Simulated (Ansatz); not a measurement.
## Calculated with Ansatz: YbTl5Ir, relaxation

Run with:

```bash
ansatz run input.yaml --threads 2 --pin off --max-ram 3584MiB --backend cpu --events-out ev --progress --plain --runs-dir out
```

The input file (Ansatz 0.2.0, plane waves):

```yaml
crystal:
  lattice:
    - [4.754678, 0.0, 0.0]
    - [0.0, 4.754678, 0.0]
    - [0.0, 0.0, 7.752033]
  atoms:
    - { symbol: Yb, position: [0.0, 0.0, 0.0] }
    - { symbol: Tl, position: [0.5, 0.5, 0.0] }
    - { symbol: Tl, position: [0.5, 0.0, 0.30469] }
    - { symbol: Tl, position: [0.0, 0.5, 0.30469] }
    - { symbol: Tl, position: [0.5, 0.0, 0.69531] }
    - { symbol: Tl, position: [0.0, 0.5, 0.69531] }
    - { symbol: Ir, position: [0.0, 0.0, 0.5] }
kpoints:
  mp_grid: { grid: [5, 5, 3], shift: [0, 0, 0] }
magnetization:
  spin_polarized: false
scf:
  occupations: { method: fermi_dirac }
  lower_state_search: "off"
hamiltonian:
  pseudopotentials: { kind: paw }
  xc: r2scan
basis:
  ecutwfc: 500
  fft_grid_basis: typed
relax:
  max_steps: 80
output:
  forces: true
  stress: true
  eigenvalues: true
  bader: true
  populations: true
  elf: true
  write_potential: true
  volumetric_format: npy
  dos:
    e_range: [-12, 8]
    de: 0.05
    projected: { site_lists: { Ir: [Ir], Tl: [Tl], Yb: [Yb] } }
  write_density: true
checkpoint:
  read: saved_state
```

Origin of the cell: a known structure type with other elements, at an estimated volume, so it need not be a known compound.

The smearing width isn't typed, so it takes its default of 0.1 eV.

The saved state is a converged single point of the same cell.

Excerpt of the output:

```
Warning: output.stress: scf.convergence.dr2_threshold = 1e-7 eV (the SCF's general default) is looser than the 7e-10 eV advised for a printed stress (1e-10 eV for each atom of the cell: 7). W […]
Yb: projections on atomic orbitals take those of the free atom [Kr 4d10] 4f14 5s2 5p6 5d0 6s2, of charge +0.00 (hamiltonian.pseudopotentials.projection_atoms); the dataset's partial waves lea […]
Pseudopotentials: kind: paw
Pseudopotential: Yb, paw, valence charge 24, recommended cutoff 500 eV (meta_gga), Yb.paw.azcp
Pseudopotential: Tl, paw, valence charge 13, recommended cutoff 500 eV (meta_gga), Tl.paw.azcp
Pseudopotential: Ir, paw, valence charge 17, recommended cutoff 500 eV (meta_gga), Ir.paw.azcp
Functional definition: r2SCAN
  exchange = r2scan_x(k0 = k0, k1 = k1, a1 = a1)
  correlation = r2scan_c
Crystal: 7 atoms, lattice volume = 175.250 Å³
Basis set: ecut = 500 eV, 4493 PW (Γ), exchange–correlation on 144×144×240 points (64 copies of the dense FFT grid, shifted against one another)
[… 14 lines left out …]
Initial density: read from a saved state, or passed on in memory by an earlier SCF of this step, an earlier step, the calling program or the single point that the run made first
Functional: x = r2scan, c = r2scan; τ floored in thin density (d = 2e-4 eV/Å³)
SCF iter   1: F=-83048.211738 eV  HF=-83048.223741 eV  Δρ=2.42e-3  dr2=2.33e-2  dr2_τ=1.91e-3
SCF iter   2: F=-83048.217969 eV  HF=-83048.227761 eV  Δρ=1.82e-3  dr2=7.92e-3  dr2_τ=1.60e-3
SCF iter   3: F=-83048.197610 eV  HF=-83048.228656 eV  Δρ=3.41e-3  dr2=2.16e-2  dr2_τ=9.96e-5  recentre
SCF iter   4: F=-83048.227337 eV  HF=-83048.227353 eV  Δρ=2.02e-4  dr2=5.94e-5  dr2_τ=3.77e-5
SCF iter   5: F=-83048.226934 eV  HF=-83048.227472 eV  Δρ=4.40e-4  dr2=3.95e-4  dr2_τ=2.12e-6
SCF iter   6: F=-83048.227401 eV  HF=-83048.227454 eV  Δρ=1.38e-4  dr2=3.37e-5  dr2_τ=2.39e-7
SCF iter   7: F=-83048.227442 eV  HF=-83048.227452 eV  Δρ=6.80e-5  dr2=8.22e-6  dr2_τ=3.99e-8
SCF iter   8: F=-83048.227447 eV  HF=-83048.227452 eV  Δρ=4.05e-5  dr2=3.51e-6  dr2_τ=1.32e-8
SCF iter   9: F=-83048.227450 eV  HF=-83048.227452 eV  Δρ=2.05e-5  dr2=9.58e-7  dr2_τ=1.00e-9
SCF iter  10: F=-83048.227451 eV  HF=-83048.227452 eV  Δρ=4.14e-6  dr2=3.25e-8  dr2_τ=1.81e-9
relax step   1: F+E_penalty+E_count = -83048.227452 eV  Δ(F+E_penalty+E_count) = +0.000e0 eV  max|allowed force component| = 4.244e-1 eV/Å  Δτ_max = 0.0000 Å  (10 SCF iters, accepted)
relax step   2: F+E_penalty+E_count = -83048.227015 eV  Δ(F+E_penalty+E_count) = +4.365e-4 eV  max|allowed force component| = 3.901e-1 eV/Å  Δτ_max = 0.0906 Å  (11 SCF iters, dr2 threshold 1.13e-5 eV, rejected (line search))
relax step   3: F+E_penalty+E_count = -83048.263990 eV  Δ(F+E_penalty+E_count) = -3.654e-2 eV  max|allowed force component| = 1.076e-2 eV/Å  Δτ_max = 0.0429 Å  (10 SCF iters, accepted)
relax step   4: F+E_penalty+E_count = -83048.264016 eV  Δ(F+E_penalty+E_count) = -2.578e-5 eV  max|allowed force component| = 1.613e-4 eV/Å  Δτ_max = 0.0012 Å  (7 SCF iters, accepted)
SCF 5 converged in 2 iterations: F = -83048.264016 eV  dr2 = 1.11e-8
SCF converged after 2 iterations
Free energy (F): -83048.264016 eV
Harris-Foulkes:  -83048.264016 eV  (|F-HF|=1.77e-8)
Internal energy: -83048.142233 eV  (E = F + TS)
E sigma→0 (E₀):  -83048.203125 eV
Entropy (-TS):   -0.121783 eV (-17.398 meV/atom)
Fermi energy:    12.819269 eV
--- Per-component energies (eV) ---
  E_band       = -94.638835
  E_kinetic    = 2665.023511
  E_local      = -12434.525220  (includes V_loc(G=0)·N_el)
  E_nonlocal   = 2204.675559
  E_hartree    = 5127.266136
  E_xc         = -1506.946067
  E_vxc        = -1345.155312  (∫ρ·V_xc dr)
  E_paw        = -67583.421447  (= ΣΔE_a)
  E_vpaw       = -1534.709205  (= ΣTr[D̂ρ^β])
  E_aug_tail   = 0.000071  (compensation charges beyond the density's cutoff)
  E_vtau       = 95.530497  (kinetic-family band-sum trace: ∫τ·v_τ [+ j·A + Jᵃ·Aᵃ] dr)
  E_ewald      = -11525.945894
  E_core_change = 5.731118  (= ΣΔE_core)
  E_smearing   = -0.121783  (= −TS)
  Σ components = -83048.264016   (vs F -83048.264016, Δ=0.00e0)
--- Forces (eV/Å), atoms counted from 1 ---
  atom   1  Yb     0.000000     0.000000     0.000000
  atom   2  Tl     0.000000     0.000000     0.000000
  atom   3  Tl     0.000000     0.000000    -0.000167
  atom   4  Tl     0.000000     0.000000    -0.000167
  atom   5  Tl     0.000000     0.000000     0.000167
  atom   6  Tl     0.000000     0.000000     0.000167
  atom   7  Ir    -0.000000     0.000000     0.000000
  max |Σ_I F_I| component: 2.08e-17 eV/Å
--- Stress (GPa, compression-positive) ---
        0.436257       0.000000       0.000000
        0.000000       0.436257       0.000000
        0.000000       0.000000      -0.368436
  P = ⅓ Tr σ = 0.1680 GPa (1.680 kbar)
--- Relaxed structure (4 steps of the walk, 3 accepted, 0 SCFs on fresh bases) ---
  F+E_penalty+E_count = -83048.264016 eV   max|allowed force component| = 1.613e-4 eV/Å
  atoms:
    - { symbol: Yb, position: [0.0, 0.0, -1.198e-19] }
    - { symbol: Tl, position: [0.500000, 0.500000, -1.198e-19] }
    - { symbol: Tl, position: [0.500000, 0.0, 0.299000] }
    - { symbol: Tl, position: [0.0, 0.500000, 0.299000] }
    - { symbol: Tl, position: [0.500000, 0.0, 0.701000] }
    - { symbol: Tl, position: [0.0, 0.500000, 0.701000] }
    - { symbol: Ir, position: [0.0, 0.0, 0.500000] }
--- Löwdin populations: 7 sites ---
  site symbol       q [e]
     0     Yb     24.0178
     1     Tl     13.0289
     2     Tl     13.0063
     3     Tl     13.0063
     4     Tl     13.0063
     5     Tl     13.0063
     6     Ir     16.7406
  spilling = 0.001770 (of n_electrons = 106.000000)
--- Bader charges: 7 sites ---
  site symbol  charge [e]  shift [e]
     0     Yb      1.3690     0.0000
     1     Tl     -0.4561     0.0000
     2     Tl     -0.0345     0.0000
     3     Tl     -0.0345     0.0000
     4     Tl     -0.0344     0.0000
     5     Tl     -0.0344     0.0000
     6     Ir     -0.7751     0.0000
  estimated error of the sums over rays = 5.6e-4 e
```

Before:

Space group P4/mmm (No. 123); the run's cell has a = 4.755 Å, b = 4.755 Å, c = 7.752 Å, α = 90.00°, β = 90.00°, γ = 90.00°. Shortest distances: Ir–Tl 2.82 Å, Tl–Tl 3.03 Å, Tl–Yb 3.35 Å.

After:

Space group P4/mmm (No. 123); the run's cell has a = 4.755 Å, b = 4.755 Å, c = 7.752 Å, α = 90.00°, β = 90.00°, γ = 90.00°. Shortest distances: Ir–Tl 2.84 Å, Tl–Tl 3.12 Å, Tl–Yb 3.32 Å.

```
Free energy lowered by  : 5.2 meV/atom
Final pressure          : 0.17 GPa
Relaxation steps listed : 4
Gap on the mesh         : none (metal)
```

Caveats: f shells without a U or exact exchange are poorly placed; no spin polarisation, so a magnetic state may lie lower; no spin-orbit coupling, though heavy elements are present; the SCF threshold is looser than advised for a stress; the relaxation held the start's symmetry, so the end may be a saddle point.

Time: 79 s on 2 threads of Arm Neoverse V2 (shared host), peak memory 1 GiB, from a saved density.
